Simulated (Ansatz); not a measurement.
SiO₂:
```
CELL_PARAMETERS angstrom
      4.98032     0.00000     0.00000
      0.00000     4.98032     0.00000
      0.00000     0.00000     6.91810
ATOMIC_POSITIONS crystal
  Si 0.30233 0.30233 0.00000
  Si 0.80233 0.19767 0.75000
  Si 0.19767 0.80233 0.25000
  Si 0.69767 0.69767 0.50000
  O  0.23822 0.10904 0.18132
  O  0.73822 0.39096 0.56868
  O  0.26178 0.60904 0.06868
  O  0.76178 0.89096 0.68132
  O  0.89096 0.76178 0.31868
  O  0.39096 0.73822 0.43132
  O  0.60904 0.26178 0.93132
  O  0.10904 0.23822 0.81868
```

Relaxed with r²SCAN. Independent-particle spectrum: no excitons, no local fields, no scissors shift; 0.1 eV broadening; ε₁ of the summed bands alone.

Problem. Tabulate the dielectric function from DFT-r²SCAN in the program Ansatz with PAW potentials.

Solution. 

```csv
E (eV),ε₁ xx,ε₂ xx,ε₁ zz,ε₂ zz
0.0,2.09,0.00,2.12,0.00
0.4,2.09,0.00,2.12,0.00
0.8,2.10,0.00,2.12,0.00
1.2,2.10,0.00,2.13,0.00
1.6,2.11,0.00,2.13,0.00
2.0,2.12,0.00,2.15,0.00
2.4,2.13,0.00,2.16,0.00
2.8,2.14,0.00,2.17,0.00
3.2,2.16,0.00,2.19,0.00
3.6,2.18,0.00,2.21,0.00
4.0,2.21,0.00,2.24,0.00
4.4,2.23,0.00,2.27,0.00
4.8,2.27,0.00,2.30,0.00
5.2,2.31,0.00,2.34,0.00
5.6,2.35,0.00,2.39,0.00
6.0,2.41,0.00,2.44,0.00
6.4,2.48,0.00,2.51,0.00
6.8,2.56,0.00,2.60,0.00
7.2,2.67,0.01,2.71,0.00
7.6,2.82,0.01,2.87,0.01
8.0,3.07,0.04,3.12,0.05
8.4,3.27,0.38,3.34,0.41
8.8,3.32,0.59,3.37,0.61
9.2,3.40,0.78,3.45,0.82
9.6,3.57,1.03,3.61,1.08
10.0,3.63,1.78,3.69,1.65
10.4,3.08,1.91,3.47,2.81
10.8,3.44,1.98,2.41,2.20
11.2,3.25,3.17,2.62,2.11
11.6,1.83,2.72,2.08,2.28
12.0,1.53,2.34,1.87,2.39
```

With all bands, ε∞ without local fields is 2.25 (xx = yy), 2.26 (zz).

Space group P4_12_12. Symmetry was held in the r²SCAN relaxation.

Potentials: the later of the program's two PAW sets.
